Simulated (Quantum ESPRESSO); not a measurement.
# NbAl4Mo3: input and log of a self-consistent run

A calculation, not a measurement. The program is pw.x of Quantum ESPRESSO 7.5 (plane-wave density functional theory). The cell is made up: eight metal atoms on a hexagonal close-packed lattice, with elements, volume, strain and displacements drawn at random and not relaxed, so it may be unstable or far from any real phase. PseudoDojo standard norm-conserving files set the functional (PBE unless stated); there is no spin polarisation or spin-orbit coupling, the Fermi-Dirac width of 0.25 eV means electrons at about 2900 K, and the masses in the input are unused placeholders. A spin test at this wide smearing found no moment, but such smearing suppresses magnetism that the real alloy may have.

Input:

```
&control calculation='scf', pseudo_dir='./dojo.nc.sr.pbe.v0_5.standard.upf', outdir='./o', disk_io='minimal', tprnfor=.true., tstress=.true. /
&system ibrav=0, nat=8, ntyp=3, nbnd=47, ecutwfc=82.02448710, nosym=.true., tot_charge=0,
 occupations='smearing', smearing='fd', degauss=0.0183746611
/
&electrons conv_thr=1.470e-08, electron_maxstep=70, mixing_beta=0.5 /
ATOMIC_SPECIES
Al 1.0 Al.upf
Mo 1.0 Mo.upf
Nb 1.0 Nb.upf
CELL_PARAMETERS angstrom
0.0 0.0 -4.4081
0.0 4.8696 0.0
5.623 0.0 0.0
ATOMIC_POSITIONS angstrom
Nb -0.0309 0.0058 -0.0397
Al 2.786 -0.002 0.042
Al 1.4507 2.4239 -0.032
Mo 4.2286 2.3989 0.0482
Mo -0.0241 1.5662 -2.1005
Al 2.8076 1.6306 -2.3358
Al 1.3781 3.9828 -2.1845
Mo 4.2805 4.0343 -2.1865
K_POINTS automatic
5 5 4 1 1 1
```

The log is shortened where brackets say so; the opening notice, blank lines, dates and the lines on written files are dropped, and the path of the files is cut. It prints rydbergs, bohrs and kilobars, and counts compression as positive stress. Its total energy is the free energy E - TS of the whole cell.

```
     Program PWSCF v.7.5
     Parallel version (MPI & OpenMP), running on       4 processor cores
     Number of MPI processes:                 4
     Threads/MPI process:                     1
     [start-up lines left out]
     bravais-lattice index     =            0
     lattice parameter (alat)  =       8.3301  a.u.
     unit-cell volume          =     814.5344 (a.u.)^3
     number of atoms/cell      =            8
     number of atomic types    =            3
     number of electrons       =        67.00
     number of Kohn-Sham states=           47
     kinetic-energy cutoff     =      82.0245  Ry
     charge density cutoff     =     328.0979  Ry
     scf convergence threshold =      1.5E-08
     mixing beta               =       0.5000
     number of iterations used =            8  plain     mixing
     Exchange-correlation= PBE
                           (   1   4   3   4   0   0   0)
     [axes and pseudopotential details left out]
   Cartesian axes
     site n.     atom                  positions (alat units)
         1        Nb     tau(   1) = (  -0.0070098   0.0013158  -0.0090061  )
         2        Al     tau(   2) = (   0.6320183  -0.0004537   0.0095279  )
         3        Al     tau(   3) = (   0.3290987   0.5498741  -0.0072594  )
         4        Mo     tau(   4) = (   0.9592795   0.5442027   0.0109344  )
         5        Mo     tau(   5) = (  -0.0054672   0.3553005  -0.4765092  )
         6        Al     tau(   6) = (   0.6369184   0.3699099  -0.5298882  )
         7        Al     tau(   7) = (   0.3126290   0.9035185  -0.4955650  )
         8        Mo     tau(   8) = (   0.9710533   0.9152016  -0.4960187  )
     number of k points=    50  Fermi-Dirac smearing, width (Ry)=  0.0184
                       cart. coord. in units 2pi/alat
        k(    1) = (   0.0979926   0.0905228  -0.1000000), wk =   0.0400000
        k(    2) = (   0.2939779   0.0905228  -0.1000000), wk =   0.0400000
     [further k points left out]
     Dense  grid:    81741 G-vectors     FFT dimensions: (  50,  54,  64)
     Estimated max dynamical RAM per process >     210.07 MB
     Estimated total dynamical RAM >     780.40 MB
     Initial potential from superposition of free atoms
     starting charge      66.9836, renormalised to      67.0000
     Starting wfcs are   56 randomized atomic wfcs
     total cpu time spent up to now is        7.7 secs
     per-process dynamical memory:   168.1 Mb
     Self-consistent Calculation
     iteration #  1     ecut=    82.02 Ry     beta= 0.50
     Davidson diagonalization with overlap
     ethr =  1.00E-02,  avg # of iterations =  3.5
     Threshold (ethr) on eigenvalues was too large:
     Diagonalizing with lowered threshold
     Davidson diagonalization with overlap
     ethr =  7.56E-04,  avg # of iterations =  2.3
     total cpu time spent up to now is       35.7 secs
     total energy              =    -564.62154746 Ry
     estimated scf accuracy    <       0.55677044 Ry
     iteration #  2     ecut=    82.02 Ry     beta= 0.50
     Davidson diagonalization with overlap
     ethr =  8.31E-04,  avg # of iterations =  2.1
     total cpu time spent up to now is       50.1 secs
     total energy              =    -564.56763105 Ry
     estimated scf accuracy    <       1.01170624 Ry
     iteration #  3     ecut=    82.02 Ry     beta= 0.50
     Davidson diagonalization with overlap
     ethr =  8.31E-04,  avg # of iterations =  2.0
     total cpu time spent up to now is       62.6 secs
     total energy              =    -564.71337128 Ry
     estimated scf accuracy    <       0.36900472 Ry
     iteration #  4     ecut=    82.02 Ry     beta= 0.50
     Davidson diagonalization with overlap
     ethr =  5.51E-04,  avg # of iterations =  1.8
     total cpu time spent up to now is       74.6 secs
     total energy              =    -564.74046892 Ry
     estimated scf accuracy    <       0.24659849 Ry
     iteration #  5     ecut=    82.02 Ry     beta= 0.50
     Davidson diagonalization with overlap
     ethr =  3.68E-04,  avg # of iterations =  1.1
     total cpu time spent up to now is       85.7 secs
     total energy              =    -564.76285383 Ry
     estimated scf accuracy    <       0.03359685 Ry
     [iterations 6 to 8 left out]
     iteration #  9     ecut=    82.02 Ry     beta= 0.50
     Davidson diagonalization with overlap
     ethr =  2.47E-07,  avg # of iterations =  2.0
     total cpu time spent up to now is      146.4 secs
     total energy              =    -564.76846611 Ry
     estimated scf accuracy    <       0.00000940 Ry
     iteration # 10     ecut=    82.02 Ry     beta= 0.50
     Davidson diagonalization with overlap
     ethr =  1.40E-08,  avg # of iterations =  2.5
     total cpu time spent up to now is      159.8 secs
     total energy              =    -564.76846786 Ry
     estimated scf accuracy    <       0.00000103 Ry
     iteration # 11     ecut=    82.02 Ry     beta= 0.50
     Davidson diagonalization with overlap
     ethr =  1.53E-09,  avg # of iterations =  3.5
     total cpu time spent up to now is      174.2 secs
     total energy              =    -564.76846798 Ry
     estimated scf accuracy    <       0.00000023 Ry
     iteration # 12     ecut=    82.02 Ry     beta= 0.50
     Davidson diagonalization with overlap
     ethr =  3.37E-10,  avg # of iterations =  2.0
     total cpu time spent up to now is      186.7 secs
     total energy              =    -564.76846802 Ry
     estimated scf accuracy    <       0.00000003 Ry
     iteration # 13     ecut=    82.02 Ry     beta= 0.50
     Davidson diagonalization with overlap
     ethr =  3.98E-11,  avg # of iterations =  2.8
     total cpu time spent up to now is      199.9 secs
     End of self-consistent calculation
     [lines on levels left out]
!    total energy              =    -564.76846802 Ry
     estimated scf accuracy    <       0.00000001 Ry
     smearing contrib. (-TS)   =      -0.09199359 Ry
     internal energy E=F+TS    =    -564.67647442 Ry
     The total energy is F=E-TS. E is the sum of the following terms:
     one-electron contribution =    -226.95640964 Ry
     hartree contribution      =     146.82338734 Ry
     xc contribution           =     -97.30447570 Ry
     ewald contribution        =    -387.23897642 Ry
     convergence has been achieved in  13 iterations
     Forces acting on atoms (cartesian axes, Ry/au):
     atom    1 type  3   force =     0.00902947   -0.02323363    0.03438733
     atom    2 type  1   force =    -0.00253932   -0.01821220   -0.02193139
     atom    3 type  1   force =     0.00576848   -0.00190892    0.00926513
     atom    4 type  2   force =    -0.01168680   -0.00659895   -0.01488869
     atom    5 type  2   force =     0.01900662    0.04324613   -0.03651769
     atom    6 type  1   force =    -0.01242969   -0.00894273    0.05327940
     atom    7 type  1   force =     0.03539781    0.01048454   -0.01374337
     atom    8 type  2   force =    -0.04254657    0.00516576   -0.00985072
     Total force =     0.115202     Total SCF correction =     0.000390
     Computing stress (Cartesian axis) and pressure
          total   stress  (Ry/bohr**3)                   (kbar)     P=      135.74
   0.00078726  -0.00000475  -0.00002079          115.81       -0.70       -3.06
  -0.00000475   0.00059372   0.00000022           -0.70       87.34        0.03
  -0.00002079   0.00000022   0.00138715           -3.06        0.03      204.06
     init_run     :      7.04s CPU      7.28s WALL (       1 calls)
     electrons    :    190.98s CPU    192.19s WALL (       1 calls)
     forces       :      1.98s CPU      2.00s WALL (       1 calls)
     stress       :      6.91s CPU      6.92s WALL (       1 calls)
     [timing details left out]
     PWSCF        :   3m27.36s CPU   3m28.91s WALL
     JOB DONE.
```

In other units: free energy -7684.066 eV for the cell, pressure 13.57 GPa, largest force component 1.370 eV/Å in size. The run took 211 s of wall time with four MPI processes on a shared machine (Intel Xeon, older, virtual cores), so the time is rough. A rerun of this cell at a higher cutoff and on a denser mesh moved values by no more than 0.009 eV in energy, 0.13 GPa in stress and 0.017 eV/Å in force, and a second program with other atomic files agreed on that cell to 2 % rms in force and 0.5 GPa in pressure.